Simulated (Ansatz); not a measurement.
Recipe of this trial structure of GaCo₄: random cell by space group and Wyckoff sites (I4/mmm, No. 139). The dimensions are guesses.

```yaml
crystal:
  lattice:
    - [-2.39686, 2.39686, 2.55041]
    - [2.39686, -2.39686, 2.55041]
    - [2.39686, 2.39686, -2.55041]
  atoms:
    - { symbol: Ga, position: [0.00000, 0.00000, 0.00000] }
    - { symbol: Co, position: [0.50000, 0.80312, 0.30312] }
    - { symbol: Co, position: [0.50000, 0.19688, 0.69688] }
    - { symbol: Co, position: [0.80312, 0.50000, 0.30312] }
    - { symbol: Co, position: [0.19688, 0.50000, 0.69688] }
```

Level of theory: DFT PBE, scalar-relativistic, plane waves, PAW in Ansatz. Cutoff 420 eV, Gaussian smearing, Γ-centred meshes. Cell and atoms relax first on a coarse mesh and then on a finer one. In between, the cell is made exact in the group found at 0.06 Å. In metals the finer mesh still leaves noise of several meV/atom or more. The steps can't lower the symmetry of their start, moments included. Collinear spin, starting moments 0 3 -3 3 -3 μB in the order of the atoms.

A guess keeps its type if space group and coordination stay and the shape of the cell changes little (axis ratios within about 15 %, angles within 6°); the volume may change.

Question: Does this structure survive the relaxation?

Answer: It doesn't keep its type. The symmetry goes from I4/mmm (No. 139) to Fmmm (No. 69). The volume per atom grows by 1.1 %, from 11.7 to 11.8 Å³. The shortest distance goes from 1.89 Å (Co–Co) to 2.29 Å (Co–Co). Counting neighbours within 15 % of an atom's shortest distance, the start has Co 3, Ga 16 and the end Co 9, Ga 8. In detail, at the end Ga has 8 Co at 2.51 Å, 4 Co at 2.93 Å and 4 Co at 3.13 Å; Co has 7 Co at 2.29–2.54 Å, 2 Ga at 2.51 Å, 1 Ga at 2.93 Å and 1 Ga at 3.13 Å.

Space group Fmmm (No. 69). a = 3.766 Å, b = 7.638 Å, c = 8.238 Å, α = 90.00°, β = 90.00°, γ = 90.00°
```json
{"atom": "Ga", "site": "4a", "symmetry": "mmm", "x": "0.0000", "y": "0.0000", "z": "0.0000"}
{"atom": "Co", "site": "16m", "symmetry": "m..", "x": "0.0000", "y": "0.6504", "z": "0.8537"}
```

The last run used collinear spin, a 12×12×12 mesh for its 5-atom cell and Gaussian smearing of 0.10 eV. Another magnetic order may lie lower. Symmetry constrained the relaxation, so the result can be a saddle point.
